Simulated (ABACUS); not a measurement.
Set-up for a self-consistent single point of Al₂Cu (I4/mmm, 3 atoms in the cell; from Materials Project mp-985806, changed as shown).

```xyz
3
Lattice="-1.9889 1.9889 2.7929 1.9889 -1.9889 2.7929 1.9889 1.9889 -2.7929" Properties=species:S:1:pos:R:3 pbc="T T T"
Al     0.0000     1.9889     1.3964
Al     1.9889     0.0000     1.3964
Cu     0.0000     0.0000     2.7929
```

Level of theory: PBEsol, numerical atomic orbitals DZP (confined pseudo-atomic orbitals with Gaussian additions; energy shift 0.01 Ry), PseudoDojo 0.4 standard norm-conserving PBEsol (tails mended) pseudopotentials (ABACUS 3.10.1).

ABACUS settings:

- basis = DZP numerical atomic orbitals, energy shift 0.01 Ry
- KPT = Gamma 12 12 12 0 0 0
- basis_type = lcao
- dft_functional = PBESOL
- ecutwfc = 100 Ry
- smearing_method = mp
- smearing_sigma = 0.0199916 Ry
- potentials = PseudoDojo 0.4 standard norm-conserving PBEsol (tails mended)
- symmetry = 1
- symmetry_prec = 1e-05
- ks_solver = genelpa
- scf_nmax = 100
- scf_thr = 1.0e-07
- mixing_type = broyden
- mixing_beta = 0.7

Results:

| Property | Value |
|---|---|
| Number of valence electrons | 25 |
| Number of bands | 23 |
| Number of k-points after the program's reduction | 163 |
| Size of the basis | 52 |
| Number of SCF iterations | 10 |
| Free energy E − TS | -5281.6615 eV |
| Fermi level (on the code's own zero) | 10.29 eV |
| Pressure | 7.22 GPa |

Stress (GPa, positive for compression):
```
6.93  0.00  0.00
0.00  6.93  0.00
0.00  0.00  7.80
```

For comparison: a first run was changed to give this one (volume scaled by 0.94), and from it to this one the free energy rises by 20.6 meV/atom and the pressure goes from 0.18 to 7.22 GPa.

The atom-centred basis is finite, which shifts total energies and pressures against plane waves. The structure comes from a collection of computed structures, made at another level of theory; the collection holds predicted forms beside known ones.

Cost on one core: roughly 17 core-seconds.

The atomic orbitals were generated for these runs; they are not ABACUS's published sets and were checked against plane waves on a few crystals only.

“Tails mended”: in these copies of the files the far tail of each local potential was reset to the Coulomb form.
